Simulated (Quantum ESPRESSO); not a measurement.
Mo3WS3Se5, input and log of a self-consistent run

A calculation, not a measurement. The program is pw.x of Quantum ESPRESSO 7.5 (plane-wave density functional theory). The cell is made up: 12 atoms on a layered 2H lattice, with randomly drawn elements, strain and displacements, not relaxed. PseudoDojo standard norm-conserving files (v0.5 for PBE, v0.4.1 for LDA and PBEsol) set the functional; there is no spin polarisation, spin-orbit coupling or dispersion term, and the masses in the input are unused placeholders.

Input:

```
&control calculation='scf', pseudo_dir='./dojo.nc.sr.pbe.v0_5.standard.upf', outdir='./o', disk_io='low', tprnfor=.true., tstress=.true. /
&system ibrav=0, nat=12, ntyp=4, nbnd=83, ecutwfc=85.99341389, nosym=.true., tot_charge=0,
 occupations='smearing', smearing='fd', degauss=0.0018374661
/
&electrons conv_thr=7.350e-09, electron_maxstep=60, /
ATOMIC_SPECIES
Mo 1.0 Mo.upf
S 1.0 S.upf
Se 1.0 Se.upf
W 1.0 W.upf
CELL_PARAMETERS angstrom
3.2812 -0.0367 -0.009
-0.0636 5.6784 -0.0049
-0.0359 -0.0112 12.9374
ATOMIC_POSITIONS angstrom
Mo 0.1343 1.7951 3.1268
W 1.6721 1.0445 9.6136
Mo 1.7183 4.5501 3.2597
Mo -0.0952 3.6877 9.748
S -0.03 1.9513 7.9774
Se -0.1245 1.8459 11.2869
Se 1.6384 0.6981 1.6106
Se 1.6864 1.0034 4.7591
S 1.5801 4.7275 8.0558
Se 1.6433 4.717 11.2875
Se -0.0175 3.7683 1.7052
S -0.1247 3.7678 4.5754
K_POINTS automatic
7 4 2 1 1 1
```

The log is shortened where brackets say so; the opening notice, blank lines, dates and the lines on written files are dropped, and the path of the files is cut. It prints rydbergs, bohrs and kilobars, and counts compression as positive stress. With no partly filled state, the Fermi energy that it prints is only some level between the filled and the empty states on the mesh, and need not lie in the true gap.

```
     Program PWSCF v.7.5
     Parallel version (MPI & OpenMP), running on       4 processor cores
     Number of MPI processes:                 4
     Threads/MPI process:                     1
     [start-up lines left out]
     bravais-lattice index     =            0
     lattice parameter (alat)  =       6.2010  a.u.
     unit-cell volume          =    1626.4632 (a.u.)^3
     number of atoms/cell      =           12
     number of atomic types    =            4
     number of electrons       =       154.00
     number of Kohn-Sham states=           83
     kinetic-energy cutoff     =      85.9934  Ry
     charge density cutoff     =     343.9737  Ry
     scf convergence threshold =      7.3E-09
     mixing beta               =       0.7000
     number of iterations used =            8  plain     mixing
     Exchange-correlation= PBE
                           (   1   4   3   4   0   0   0)
     [axes and pseudopotential details left out]
   Cartesian axes
     site n.     atom                  positions (alat units)
         1        Mo     tau(   1) = (   0.0409274   0.5470502   0.9528809  )
         2        W      tau(   2) = (   0.5095664   0.3183076   2.9297094  )
         3        Mo     tau(   3) = (   0.5236456   1.3866263   0.9933816  )
         4        Mo     tau(   4) = (  -0.0290119   1.1238131   2.9706673  )
         5        S      tau(   5) = (  -0.0091424   0.5946515   2.4310835  )
         6        Se     tau(   6) = (  -0.0379409   0.5625313   3.4396415  )
         7        Se     tau(   7) = (   0.4992964   0.2127434   0.4908245  )
         8        Se     tau(   8) = (   0.5139242   0.3057825   1.4503183  )
         9        S      tau(   9) = (   0.4815297   1.4406883   2.4549756  )
        10        Se     tau(  10) = (   0.5007897   1.4374885   3.4398243  )
        11        Se     tau(  11) = (  -0.0053331   1.1483756   0.5196535  )
        12        S      tau(  12) = (  -0.0380019   1.1482233   1.3943364  )
     number of k points=    28  Fermi-Dirac smearing, width (Ry)=  0.0018
                       cart. coord. in units 2pi/alat
        k(    1) = (   0.0724256   0.0731008   0.0636738), wk =   0.0714286
        k(    2) = (   0.0720765   0.0729874  -0.0631463), wk =   0.0714286
     [further k points left out]
     Dense  grid:   175229 G-vectors     FFT dimensions: (  40,  64, 150)
     Estimated max dynamical RAM per process >     540.84 MB
     Estimated total dynamical RAM >       1.99 GB
     Initial potential from superposition of free atoms
     starting charge     153.9947, renormalised to     154.0000
     Starting wfcs are   97 randomized atomic wfcs
     total cpu time spent up to now is       22.0 secs
     per-process dynamical memory:   393.1 Mb
     Self-consistent Calculation
     iteration #  1     ecut=    85.99 Ry     beta= 0.70
     Davidson diagonalization with overlap
     ethr =  1.00E-02,  avg # of iterations =  2.0
     Threshold (ethr) on eigenvalues was too large:
     Diagonalizing with lowered threshold
     Davidson diagonalization with overlap
     ethr =  8.14E-04,  avg # of iterations =  2.0
     total cpu time spent up to now is       88.6 secs
     total energy              =   -1851.46677383 Ry
     estimated scf accuracy    <       1.28126850 Ry
     iteration #  2     ecut=    85.99 Ry     beta= 0.70
     Davidson diagonalization with overlap
     ethr =  8.32E-04,  avg # of iterations = 10.0
     total cpu time spent up to now is      134.1 secs
     total energy              =   -1849.52452379 Ry
     estimated scf accuracy    <      23.22913041 Ry
     iteration #  3     ecut=    85.99 Ry     beta= 0.70
     Davidson diagonalization with overlap
     ethr =  8.32E-04,  avg # of iterations =  9.2
     total cpu time spent up to now is      175.7 secs
     total energy              =   -1851.86299347 Ry
     estimated scf accuracy    <       2.35476241 Ry
     iteration #  4     ecut=    85.99 Ry     beta= 0.70
     Davidson diagonalization with overlap
     ethr =  8.32E-04,  avg # of iterations =  3.0
     total cpu time spent up to now is      204.3 secs
     total energy              =   -1852.15652829 Ry
     estimated scf accuracy    <       0.39520446 Ry
     iteration #  5     ecut=    85.99 Ry     beta= 0.70
     Davidson diagonalization with overlap
     ethr =  2.57E-04,  avg # of iterations =  2.0
     total cpu time spent up to now is      229.7 secs
     total energy              =   -1852.18851014 Ry
     estimated scf accuracy    <       0.06963070 Ry
     [iterations 6 to 14 left out]
     iteration # 15     ecut=    85.99 Ry     beta= 0.70
     Davidson diagonalization with overlap
     ethr =  8.50E-10,  avg # of iterations =  5.0
     total cpu time spent up to now is      666.6 secs
     total energy              =   -1852.19898754 Ry
     estimated scf accuracy    <       0.00000025 Ry
     iteration # 16     ecut=    85.99 Ry     beta= 0.70
     Davidson diagonalization with overlap
     ethr =  1.61E-10,  avg # of iterations =  2.6
     total cpu time spent up to now is      696.0 secs
     total energy              =   -1852.19898758 Ry
     estimated scf accuracy    <       0.00000003 Ry
     iteration # 17     ecut=    85.99 Ry     beta= 0.70
     Davidson diagonalization with overlap
     ethr =  1.90E-11,  avg # of iterations =  5.0
     total cpu time spent up to now is      727.7 secs
     total energy              =   -1852.19898758 Ry
     estimated scf accuracy    <       0.00000002 Ry
     iteration # 18     ecut=    85.99 Ry     beta= 0.70
     Davidson diagonalization with overlap
     ethr =  1.10E-11,  avg # of iterations =  2.1
     total cpu time spent up to now is      753.9 secs
     total energy              =   -1852.19898758 Ry
     estimated scf accuracy    <          8.7E-09 Ry
     iteration # 19     ecut=    85.99 Ry     beta= 0.70
     Davidson diagonalization with overlap
     ethr =  5.67E-12,  avg # of iterations =  2.2
     total cpu time spent up to now is      782.3 secs
     End of self-consistent calculation
          k = 0.0724 0.0731 0.0637 ( 21897 PWs)   bands (ev):
   -62.7952 -49.6360 -49.5583 -49.5301 -36.4197 -36.4154 -36.3993 -36.3982
   -36.3838 -36.3673 -36.3498 -36.3467 -36.3298 -36.3085 -36.3026 -36.2978
   -36.2478 -36.2339 -36.2143 -36.2010 -36.1991 -36.1991 -36.1957 -36.1535
   -36.1428 -36.1388 -36.1263 -36.1216 -36.1074 -27.0123 -26.9808 -26.9543
   -23.9126 -23.8175 -23.7980 -23.7336 -23.7170 -23.6787 -23.6274 -23.6115
   -23.5542  -3.4178  -3.0748  -1.9195  -1.6816  -1.6023  -1.4402  -1.1197
    -0.6958   5.1309   5.2955   5.5232   5.8288   6.3138   6.5749   6.8033
     7.3510   7.3714   7.9829   8.1082   8.4020   8.6413   8.7421   8.7932
     8.8777   9.2077   9.5247   9.5857   9.7763   9.8908   9.9834  10.1298
    10.5186  10.7154  10.9470  11.3680  11.7178  13.0378  13.1032  13.1593
    13.2959  13.6195  13.7007
     [levels at the other k points left out]
     the Fermi energy is    12.0469 ev
!    total energy              =   -1852.19898758 Ry
     estimated scf accuracy    <          1.1E-09 Ry
     smearing contrib. (-TS)   =      -0.00000002 Ry
     internal energy E=F+TS    =   -1852.19898756 Ry
     The total energy is F=E-TS. E is the sum of the following terms:
     one-electron contribution =   -1273.51915071 Ry
     hartree contribution      =     687.08949998 Ry
     xc contribution           =    -356.55544568 Ry
     ewald contribution        =    -909.21389116 Ry
     convergence has been achieved in  19 iterations
     Forces acting on atoms (cartesian axes, Ry/au):
     atom    1 type  1   force =    -0.09505146    0.02728161    0.02186105
     atom    2 type  4   force =    -0.08638222   -0.09048387   -0.10640836
     atom    3 type  1   force =    -0.16911514    0.13084177   -0.03597964
     atom    4 type  1   force =     0.05414491    0.08279568   -0.15684644
     atom    5 type  2   force =     0.00897527   -0.00473361    0.06116610
     atom    6 type  3   force =     0.06774619    0.00064009    0.09474752
     atom    7 type  3   force =     0.04789042    0.02701168   -0.07789845
     atom    8 type  3   force =     0.03807483   -0.05180188    0.07333865
     atom    9 type  2   force =    -0.00661852   -0.00492988    0.07291146
     atom   10 type  3   force =    -0.03692400    0.01528143    0.02960399
     atom   11 type  3   force =     0.03857397   -0.03928268   -0.15500167
     atom   12 type  2   force =     0.13868576   -0.09262033    0.17850578
     Total force =     0.499235     Total SCF correction =     0.000176
     Computing stress (Cartesian axis) and pressure
          total   stress  (Ry/bohr**3)                   (kbar)     P=       82.62
   0.00048086  -0.00003132   0.00019286           70.74       -4.61       28.37
  -0.00003132   0.00030560  -0.00014118           -4.61       44.95      -20.77
   0.00019286  -0.00014118   0.00089846           28.37      -20.77      132.17
     init_run     :     14.14s CPU     14.72s WALL (       1 calls)
     electrons    :    748.79s CPU    760.46s WALL (       1 calls)
     forces       :      8.83s CPU      9.09s WALL (       1 calls)
     stress       :     28.59s CPU     29.57s WALL (       1 calls)
     [timing details left out]
     PWSCF        :  13m27.80s CPU  13m41.54s WALL
     JOB DONE.
```

In other units: free energy -25200.451 eV for the cell, pressure 8.26 GPa, largest force component 4.590 eV/Å. A rerun of a related cell, with the same atoms placed differently, at a cutoff of 1467 eV and k mesh 9 x 6 x 4 moved values by no more than 0.002 eV in energy, 0.03 GPa in stress and 0.017 eV/Å in force.